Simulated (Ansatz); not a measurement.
A relaxation computed with Ansatz, from input to last step.

```yaml
crystal:
  lattice:
    - [4.0501281487, 0.0, 0.0]
    - [0.0, 4.0501281487, 0.0]
    - [0.0, 0.0, 7.1277205334]
  atoms:
    - { symbol: Ca, position: [0.5, 0.0, 0.2055] }
    - { symbol: Ca, position: [0.0, 0.5, 0.7945] }
    - { symbol: Sb, position: [0.5, 0.0, 0.6485] }
    - { symbol: Sb, position: [0.0, 0.5, 0.3515] }
    - { symbol: C, position: [0.0, 0.0, 0.0] }
    - { symbol: C, position: [0.5, 0.5, 0.0] }
basis:
  ecutwfc: 420
kpoints:
  mp_grid: { grid: [4, 4, 4] }
hamiltonian:
  xc: pbe
scf:
  occupations: { method: gaussian, width: 0.1 }
  lower_state_search: "off"
output:
  forces: true
  stress: true
  eigenvalues: true
relax:
  adjacent_minimum: "off"
  f_tol: 0.04
  max_steps: 70
  cell: { stress_tol: 0.4 }
```

```bash
ansatz run input.yaml --threads 1 --pin off --max-ram 2560MiB --backend cpu --events-out ev --progress --plain --runs-dir out
```

The calculation used DFT PBE, scalar-relativistic, plane waves, PAW in Ansatz.

Of 13 frames 10 are shown, positions in Å and forces in eV/Å; the SCF threshold varies from step to step. Steps run on the plane waves of an earlier cell, with a Pulay correction in the pressure. The basis is chosen afresh for the last frame, the zero of the energies, and at times for earlier ones too; energy and pressure step there, also at an unchanged geometry. Here that happened at step 13 (-2 meV/atom, 0.1 GPa); the frames before carry an error of that size.

```xyz
6
Lattice="4.0501 0.0000 0.0000 0.0000 4.0501 0.0000 0.0000 0.0000 7.1277" Properties=species:S:1:pos:R:3:forces:R:3 pbc="T T T" step=1 free_energy_over_end_meV_per_atom=417.54 pressure_GPa=3.73
Ca    2.0251    0.0000    1.4647    0.0000    0.0000   -1.5180
Ca    0.0000    2.0251    5.6630    0.0000    0.0000    1.5180
Sb    2.0251    0.0000    4.6223    0.0000    0.0000    0.0859
Sb    0.0000    2.0251    2.5054    0.0000    0.0000   -0.0859
C     0.0000    0.0000    0.0000    0.0000    0.0000    0.0000
C     2.0251    2.0251    0.0000    0.0000    0.0000    0.0000
6
Lattice="4.2081 0.0000 0.0000 0.0000 4.2081 0.0000 0.0000 0.0000 7.0042" Properties=species:S:1:pos:R:3:forces:R:3 pbc="T T T" step=2 free_energy_over_end_meV_per_atom=307.82 pressure_GPa=0.42
Ca    2.1041    0.0000    1.2466    0.0000    0.0000   -0.3073
Ca    0.0000    2.1041    5.7576    0.0000    0.0000    0.3073
Sb    2.1041    0.0000    4.5742    0.0000    0.0000    0.1860
Sb    0.0000    2.1041    2.4300    0.0000    0.0000   -0.1860
C     0.0000    0.0000    0.0000    0.0000    0.0000    0.0000
C     2.1041    2.1041    0.0000    0.0000    0.0000    0.0000
6
Lattice="4.4480 0.0000 0.0000 0.0000 4.4480 0.0000 0.0000 0.0000 6.3962" Properties=species:S:1:pos:R:3:forces:R:3 pbc="T T T" step=4 free_energy_over_end_meV_per_atom=226.62 pressure_GPa=-0.62
Ca    2.2240    0.0000    1.0910    0.0000    0.0000    0.4884
Ca    0.0000    2.2240    5.3052    0.0000    0.0000   -0.4884
Sb    2.2240    0.0000    4.4276    0.0000    0.0000    0.4466
Sb    0.0000    2.2240    1.9686    0.0000    0.0000   -0.4466
C     0.0000    0.0000    0.0000    0.0000    0.0000    0.0000
C     2.2240    2.2240    0.0000    0.0000    0.0000    0.0000
6
Lattice="4.5145 0.0000 0.0000 0.0000 4.5145 0.0000 0.0000 0.0000 6.1751" Properties=species:S:1:pos:R:3:forces:R:3 pbc="T T T" step=5 free_energy_over_end_meV_per_atom=218.39 pressure_GPa=0.32
Ca    2.2573    0.0000    1.0931    0.0000    0.0000    1.3871
Ca    0.0000    2.2573    5.0820    0.0000    0.0000   -1.3871
Sb    2.2573    0.0000    4.4431    0.0000    0.0000   -0.4715
Sb    0.0000    2.2573    1.7319    0.0000    0.0000    0.4715
C     0.0000    0.0000    0.0000    0.0000    0.0000    0.0000
C     2.2573    2.2573    0.0000    0.0000    0.0000    0.0000
6
Lattice="4.4915 0.0000 0.0000 0.0000 4.4915 0.0000 0.0000 0.0000 6.1468" Properties=species:S:1:pos:R:3:forces:R:3 pbc="T T T" step=6 free_energy_over_end_meV_per_atom=167.22 pressure_GPa=-0.71
Ca    2.2458    0.0000    1.2545    0.0000    0.0000    0.5299
Ca    0.0000    2.2458    4.8923    0.0000    0.0000   -0.5299
Sb    2.2458    0.0000    4.4692    0.0000    0.0000    0.2620
Sb    0.0000    2.2458    1.6776    0.0000    0.0000   -0.2620
C     0.0000    0.0000    0.0000    0.0000    0.0000    0.0000
C     2.2458    2.2458    0.0000    0.0000    0.0000    0.0000
6
Lattice="4.4459 0.0000 0.0000 0.0000 4.4459 0.0000 0.0000 0.0000 6.1240" Properties=species:S:1:pos:R:3:forces:R:3 pbc="T T T" step=8 free_energy_over_end_meV_per_atom=79.27 pressure_GPa=0.20
Ca    2.2229    0.0000    1.5524    0.0000    0.0000    0.4332
Ca    0.0000    2.2229    4.5716    0.0000    0.0000   -0.4332
Sb    2.2229    0.0000    4.7656    0.0000    0.0000    0.5316
Sb    0.0000    2.2229    1.3584    0.0000    0.0000   -0.5316
C     0.0000    0.0000    0.0000    0.0000    0.0000    0.0000
C     2.2229    2.2229    0.0000    0.0000    0.0000    0.0000
6
Lattice="4.4341 0.0000 0.0000 0.0000 4.4341 0.0000 0.0000 0.0000 6.1370" Properties=species:S:1:pos:R:3:forces:R:3 pbc="T T T" step=9 free_energy_over_end_meV_per_atom=34.67 pressure_GPa=0.45
Ca    2.2171    0.0000    1.6966    0.0000    0.0000    0.5719
Ca    0.0000    2.2171    4.4404    0.0000    0.0000   -0.5719
Sb    2.2171    0.0000    4.9437    0.0000    0.0000    0.1027
Sb    0.0000    2.2171    1.1933    0.0000    0.0000   -0.1027
C     0.0000    0.0000    0.0000    0.0000    0.0000    0.0000
C     2.2171    2.2171    0.0000    0.0000    0.0000    0.0000
6
Lattice="4.3893 0.0000 0.0000 0.0000 4.3893 0.0000 0.0000 0.0000 6.2945" Properties=species:S:1:pos:R:3:forces:R:3 pbc="T T T" step=10 free_energy_over_end_meV_per_atom=3.66 pressure_GPa=-0.03
Ca    2.1947    0.0000    1.9101    0.0000    0.0000    0.1541
Ca    0.0000    2.1947    4.3844    0.0000    0.0000   -0.1541
Sb    2.1947    0.0000    5.2418    0.0000    0.0000   -0.0032
Sb    0.0000    2.1947    1.0527    0.0000    0.0000    0.0032
C     0.0000    0.0000    0.0000    0.0000    0.0000    0.0000
C     2.1947    2.1947    0.0000    0.0000    0.0000    0.0000
6
Lattice="4.3782 0.0000 0.0000 0.0000 4.3782 0.0000 0.0000 0.0000 6.3262" Properties=species:S:1:pos:R:3:forces:R:3 pbc="T T T" step=12 free_energy_over_end_meV_per_atom=2.35 pressure_GPa=-0.01
Ca    2.1891    0.0000    1.9629    0.0000    0.0000    0.0055
Ca    0.0000    2.1891    4.3633    0.0000    0.0000   -0.0055
Sb    2.1891    0.0000    5.3051    0.0000    0.0000    0.0009
Sb    0.0000    2.1891    1.0211    0.0000    0.0000   -0.0009
C     0.0000    0.0000    0.0000    0.0000    0.0000    0.0000
C     2.1891    2.1891    0.0000    0.0000    0.0000    0.0000
6
Lattice="4.3782 0.0000 0.0000 0.0000 4.3782 0.0000 0.0000 0.0000 6.3262" Properties=species:S:1:pos:R:3:forces:R:3 pbc="T T T" step=13 free_energy_over_end_meV_per_atom=0.00 pressure_GPa=0.11
Ca    2.1891    0.0000    1.9629    0.0000    0.0000    0.0056
Ca    0.0000    2.1891    4.3633    0.0000    0.0000   -0.0056
Sb    2.1891    0.0000    5.3051    0.0000    0.0000    0.0015
Sb    0.0000    2.1891    1.0211    0.0000    0.0000   -0.0015
C     0.0000    0.0000    0.0000    0.0000    0.0000    0.0000
C     2.1891    2.1891    0.0000    0.0000    0.0000    0.0000
```

The start puts this composition into another compound's structure type, which needn't suit it. At the end the space group is P4/nmm (tolerance 0.05 Å).

Time: 56 s on 1 thread of Arm Neoverse V2 (shared host), peak memory 0.4 GiB.

The k mesh is coarse.